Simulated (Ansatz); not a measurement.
A geometry of AlRu away from equilibrium: the start of the relaxation of a relaxed AlRu cell, doubled along one cell vector, shaken by Gaussian noise of σ = 0.08 Å a coordinate. Method: r2SCAN (plane waves to 500 eV, PAW, scalar-relativistic; Ansatz, a first-principles code). Γ-centred k-mesh 11×11×4 on the run's cell (coarser than for final values), Fermi–Dirac smearing 0.05 eV.

```xyz
8
Lattice="1.4889 -4.5409 0.0000 1.4889 4.5409 0.0000 0.0000 0.0000 8.1646" Properties=species:S:1:pos:R:3:forces:R:3 pbc="T T T" free_energy=-25727.694 pressure_GPa=1.6
Al     1.3851    -0.8299     2.9520    0.6800    0.8643    0.3842
Al     1.4694    -0.9125     7.1827    0.2536    1.5371   -1.7920
Al     1.5297     0.7898     1.0012    0.0705    0.0240   -0.7399
Al     1.4488     0.8667     4.9799    0.5515   -1.7556    0.9923
Ru     1.6087    -3.1536     3.0183   -0.7230   -1.7307   -0.6739
Ru     1.4916    -3.2503     7.0595   -0.0451   -1.8461    0.0986
Ru     1.5071     3.2002     0.9150   -0.3234    0.9591    0.8718
Ru     1.5617     3.1859     4.9695   -0.4641    1.9479    0.8589
```

Positions in Å, forces in eV/Å, free energy of the cell in eV (comparable only within this code, potentials and settings). Largest force: 2.37 eV/Å, on Al2 (atoms numbered as listed); the geometry lies 0.31 eV/atom above the end of its relaxation.

No spin polarisation in the result.

Of the parent cell (Cmcm (No. 63)): it is a generated cell of AlRu: the first start was made by placing the elements on the sites of a structure type, and the end was not matched to a known phase here, so it may be hypothetical.
